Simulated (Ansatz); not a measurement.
An Ansatz input:

```yaml
crystal:
  lattice:
    - [-1.7669919716, 2.1535597595, 1.577047475]
    - [2.1535597595, -1.7669919716, 1.577047475]
    - [3.5438765772, 3.5438765772, -0.8690478634]
  atoms:
    - { symbol: Zr, position: [0.0416692371, 0.9583307629, 0.0], spin: 1.0 }
    - { symbol: Zr, position: [0.7083307629, 0.2916692371, 0.5], spin: 1.0 }
hamiltonian:
  xc: mr2scan
  pseudopotentials:
    kind: paw
    azcp:
      Zr: "pseudopotentials/Zr.paw.azcp"
basis:
  ecutwfc: 500
  fft_grid_basis: typed
kpoints:
  mp_grid: { grid: [18, 18, 10], shift: [0, 0, 0] }
magnetization:
  spin_polarized: true
scf:
  occupations: { method: fermi_dirac, width: 0.05 }
output:
  stress: true
```

and its output:

```
Warning: 8 symmetry operations that the atoms keep within the bar at which the run's group was sought (crystal.symmetry.tolerance 1.0e-5, or twice it) were not taken beside the 4 unitary ones that the detection took (of a slab, those that keep its plane). If the more symmetric cell is meant, write the vectors of crystal.lattice to more decimals, or, with the positions in fractional coordinates, give it by lengths and angles (which lays the cell in the standard orientation, to which the deck's other Cartesian keys then refer), with the lengths that are meant to be equal typed equal, the angles likewise, and each angle that the symmetry fixes typed at its exact value (of a frozen-density pass: in the run whose state it reads). The detection then takes those 8 too, where the atoms keep them as a group. The lattice (crystal.lattice as typed, or as saved on a frozen-density pass laid at its state's geometry) misses each of them by more than the tolerance, the farthest off changing a squared length by the fraction 7.1e-5. The run does not impose them: its cell is that one, or, where this deck is also told that its lattice was moved onto its group, that cell laid onto the operations that were taken. If the cell is strained on purpose, what lies past the tolerance is rightly left out.
Engine: ansatz 0.2.0, x86_64-unknown-linux-gnu
Pseudopotentials: kind: paw
Pseudopotential: Zr, paw, valence charge 12, recommended cutoff 500 eV (meta_gga) 
Functional definition: m-r2SCAN
  exchange = m_r2scan_x
  correlation = m_r2scan_c
Crystal: 2 atoms, lattice volume = 45.140 Å³
Basis set: ecut = 500 eV, 1117 PW (Γ), exchange–correlation on 96×96×160 points (64 copies of the dense FFT grid, shifted against one another)
Bands: 17, of which v1, the nominal top of the filled ones, is band 12 counted from 1 (11 counted from 0)
Symmetry: 4 space group operations
Space group: C2/c (ITA 15), of the structure as read, at distance tolerance 3.6e-5 Å
Magnetic group: BNS 15.85 (UNI 92), of the structure as read, at distance tolerance 3.6e-5 Å
k-points: 866 of 3240
Non-local potential: Zr, projectors of the file, l = 0: 3, l = 1: 2, l = 2: 2, l = 3: 2
PAW form: soft (Blöchl's): semilocal exchange-correlation on the pseudo side does not see the compensation charge
PAW frozen core: Zr, regenerated for the run's functional (the file was generated under x = pbe(κ = 0.804, μ = 0.2195149727645171), c = pbe(β = 0.06672455060314922))
PAW one-centre angular grid: Zr, 590 points (default); XC on 160 Gauss nodes
Initial density: superposition of atomic densities (chi_scale 0.1, normalization cell)
Starting moments: Σ|m| = 2 μB on 2 of 2 sites
Initial wavefunctions: pseudopotential atomic-orbital guess
Functional: x = mr2scan, c = mr2scan; τ floored in thin density (d = 2e-4 eV/Å³)
iter 1 solved again at ethr=2.43e-3 eV; its pass at ethr=3.10e-3 eV (dr2=5.84e-1 eV) is discarded
SCF iter   1: F=—  HF=-8389.653093 eV  |F-HF|=—  |Δ(HF+E_count)|=         —  Δρ=3.10e-2 (↑3.10e-2 ↓1.50e-2)  dr2=6.71e-1  dr2_τ=1.63e-2  dr2_m=1.25e-1  M=0.920 μB ∫|m|=0.920 μB  β_m=0.56  ethr=2.43e-3  ⟨swp⟩=2.0  Hψ=174468  notcnv=0
Mixer restart at iter 1: flushing history
SCF iter   2: F=—  HF=-8389.739878 eV  |F-HF|=—  |Δ(HF+E_count)|=   8.68e-2  Δρ=2.01e-2 (↑2.01e-2 ↓1.09e-2)  dr2=3.41e-1  dr2_τ=1.96e-3  dr2_m=4.42e-2  M=0.724 μB ∫|m|=0.724 μB  β_m=1.00  ethr=2.43e-3  ⟨swp⟩=2.0  Hψ=44010  notcnv=0  κ⁻¹=1.0e0(r=1)
SCF iter   3: F=—  HF=-8389.942708 eV  |F-HF|=—  |Δ(HF+E_count)|=   2.03e-1  Δρ=5.86e-3 (↑4.15e-3 ↓5.86e-3)  dr2=4.27e-2  dr2_τ=3.07e-4  dr2_m=1.28e-3  M=0.273 μB ∫|m|=0.273 μB  β_m=0.30  ethr=1.42e-3  ⟨swp⟩=2.2  Hψ=50772  notcnv=0  defer=88  κ⁻¹=5.5e-2(r=2)
SCF iter   4: F=—  HF=-8390.029021 eV  |F-HF|=—  |Δ(HF+E_count)|=         —  Δρ=3.26e-3 (↑2.41e-3 ↓3.26e-3)  dr2=3.60e-3  dr2_τ=1.78e-4  dr2_m=1.94e-3  M=0.013 μB ∫|m|=0.054 μB  β_m=0.44  ethr=1.78e-4  ⟨swp⟩=2.4  Hψ=54782  notcnv=0  defer=88
Mixer restart at iter 4: flushing history
...
SCF iter  11: F=—  HF=-8390.029015 eV  |F-HF|=—  |Δ(HF+E_count)|=   2.95e-8  Δρ=1.47e-6 (↑1.38e-6 ↓1.47e-6)  dr2=5.74e-10  dr2_τ=1.49e-10  dr2_m=3.63e-10  M=0.000 μB ∫|m|=0.000 μB  β_m=0.45  ethr=4.03e-11  ⟨swp⟩=2.0  Hψ=48465  notcnv=0  defer=88  κ⁻¹=4.1e-7(r=7)
SCF iter  12: F=—  HF=-8390.029015 eV  |F-HF|=—  |Δ(HF+E_count)|=   6.01e-9  Δρ=5.71e-7 (↑5.71e-7 ↓5.52e-7)  dr2=8.75e-11  dr2_τ=9.60e-12  dr2_m=9.78e-11  M=0.000 μB ∫|m|=0.000 μB  β_m=0.30  ethr=2.39e-12  ⟨swp⟩=2.0  Hψ=50713  notcnv=0  defer=88  κ⁻¹=2.0e-8(r=8)
SCF iter  13: F=-8390.029015 eV  HF=-8390.029015 eV  |F-HF|=4.73e-11  |Δ(HF+E_count)|=  4.73e-10  Δρ=1.75e-7 (↑1.65e-7 ↓1.75e-7)  dr2=6.54e-12  dr2_τ=9.03e-13  dr2_m=8.12e-12  M=0.000 μB ∫|m|=0.000 μB  ethr=1.00e-12  ⟨swp⟩=1.0  Hψ=78596  notcnv=0
SCF 1 converged in 13 iterations: F = -8390.029015 eV  dr2 = 6.54e-12
WARN: the starting moments were not kept: the SCF closed with an absolute magnetisation of 2.7e-6 μB, where they sum to 2 μB in size (2 sites). That is at most 0.1 of that sum. Measured as dr2_m measures the in/out step, that magnetisation stands 7.0e-13 eV from none, at or under the dr2_threshold of 1.0e-7 eV: it is no larger than a step whose dr2_m would equal this threshold. The system may hold no moment; this SCF shows only that its start led to no more than that. To try another start: raise the starting moments (crystal.atoms[].spin, magnetization.per_species, magnetization.initial_magnetization, or on a non-collinear deck that types none of these the spinor_matrix: blocks that start its atoms; where the total moment is fixed, keep their sum and leave initial_magnetization as it is; typed ones take the place of any that the run laid by itself, positive ones on a crystal's lanthanoids without a Hubbard term where scf.initial_density.shell_occupations: [] is typed) or, if the notice of its spin-set hold's release reads "site moments contracting" or "site moments show no strong build", lengthen the hold (scf.mixing.spin_hold: { on: { confirm: 4 } }; for m-r²SCAN on two components see the key's manual first). Each may lead to a state that holds a moment. A second SCF, from the converged charge density, with the starting moments and any scf.initial_density.shell_occupations laid on it anew, would have followed, and was not run: the deck does not ask for one (magnetization.retry_lost_moments is false, the default). To let it run, set magnetization.retry_lost_moments: true and run the deck again, where that key's refused combinations let it; where memory then withholds it, that run's warning says so.
this state was not tested for a lower state beside it, because the mixer in use, unlike msr1, does not test its closes by its own steps (another_mixer; see scf.mixing.algorithm and scf.lower_state_search)
SCF converged after 13 iterations
Magnetization: 0.0000 μB (12.0000 up, 12.0000 down)
Absolute magnetization: 0.0000 μB (∫|ρ↑−ρ↓|, with the PAW one-centre terms)
Spin contamination: 0.0000 ħ² per cell (⟨S²⟩ above its minimum at these occupations)
Per-site moments (μB) at R_I (Å): [(2.0389537266266764e-7, 1.296814521350567), (2.0389537271440129e-7, 1.296814521350567)]
Free energy (F): -8390.029015 eV
Harris-Foulkes:  -8390.029015 eV  (|F-HF|=4.73e-11)
Internal energy: -8390.015195 eV  (E = F + TS)
E sigma→0 (E₀):  -8390.022105 eV
Entropy (-TS):   -0.013820 eV (-6.910 meV/atom)
Fermi energy:    14.567951 eV
--- Per-component energies (eV) ---
  E_band       = -199.590024
  E_kinetic    = 665.514685
  E_local      = -1220.356859  (includes V_loc(G=0)·N_el)
  E_nonlocal   = 160.254368
  E_hartree    = 377.094519
  E_xc         = -311.055925
  E_vxc        = -421.734938  (∫ρ·V_xc dr)
  E_paw        = -5942.237075  (= ΣΔE_a)
  E_vpaw       = -162.343067  (= ΣTr[D̂ρ^β])
  E_aug_tail   = 0.000020  (compensation charges beyond the density's cutoff)
  E_vtau       = 24.886659  (kinetic-family band-sum trace: ∫τ·v_τ [+ j·A + Jᵃ·Aᵃ] dr)
  E_ewald      = -2118.899445
  E_core_change = -0.329483  (= ΣΔE_core)
  E_smearing   = -0.013820  (= −TS)
  E_closure    = 0.000000  (closes the sum)
  Σ components = -8390.029015   (vs F -8390.029015, Δ=0.00e0)
--- Stress (GPa, compression-positive) ---
        4.148592       0.065224      -0.014381
        0.065224       4.148592      -0.014381
       -0.014381      -0.014381       4.086770
  P = ⅓ Tr σ = 4.1280 GPa (41.280 kbar)
```
